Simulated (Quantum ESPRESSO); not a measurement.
```yaml
crystal:
  lattice:
    - [0.00000, 2.04171, 2.04171]
    - [2.04171, 0.00000, 2.04171]
    - [2.04171, 2.04171, 0.00000]
  atoms:
    - { symbol: Li, position: [0.00000, 0.00000, 0.00000] }
    - { symbol: F, position: [0.50000, 0.50000, 0.50000] }
```
The cell comes from the Materials Project (a computed structure). It is LiF in Fm-3m. Stability against distortions was not tested.

With PBE (σ by GIPAW in a modified build of Quantum ESPRESSO; JTH PAW datasets, 22.5 Ha):

| quantity | PBE |
|---|---|
| σ_iso F (ppm) | 363.6 |

These are absolute shieldings with no macroscopic susceptibility term; δ = σ_ref − σ needs a reference computed alike. By our sweeps, such settings leave a few ppm in absolute σ.

What does the LDA, on its own JTH datasets and the same geometry, give?


```csv
quantity,LDA,LDA − PBE
σ_iso F (ppm),350.2,-13.4
```
